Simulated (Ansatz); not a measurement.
Ti$_{3}$Sn in space group P6_3/mmc (No. 194; Ti on 6h, Sn on 2c), PBEsol (plane waves, PAW; program Ansatz), all energies at zero smearing, with the estimated change up to a 700 eV cutoff added, with one set of potentials and settings (totals compare only within such a set). Cell of 8 atoms (6 Ti, 2 Sn): -26745.732 eV.

```
element                reference phase  E (eV/atom)
-------  -----------------------------  -----------
Ti         P6/mmm, 3 atoms in the cell   -2473.9117
Sn       I4_1/amd, 2 atoms in the cell   -5949.7830
```

Formation energy per atom, worked out: (-26745.732 − 6×(-2473.9117) − 2×(-5949.7830))/8 = -0.337 eV/atom (-33 kJ per mol of atoms), at 0 K, without zero-point energy or fitted corrections.

The workflow started from a Materials Project entry (that database holds measured and hypothetical structures alike); the Crystallography Open Database copy checked does not list it. Its standing as an ambient phase is unchecked. The cell was relaxed with PBEsol under the symmetry of its start. At this level the phase is mechanically unstable. The run is not spin-polarised. The references are the lowest solids computed at this level, not always the standard phases. Scalar-relativistic: spin–orbit coupling is off unless named, which matters more the heavier the elements.

Potentials: the later of the program's two PAW sets.
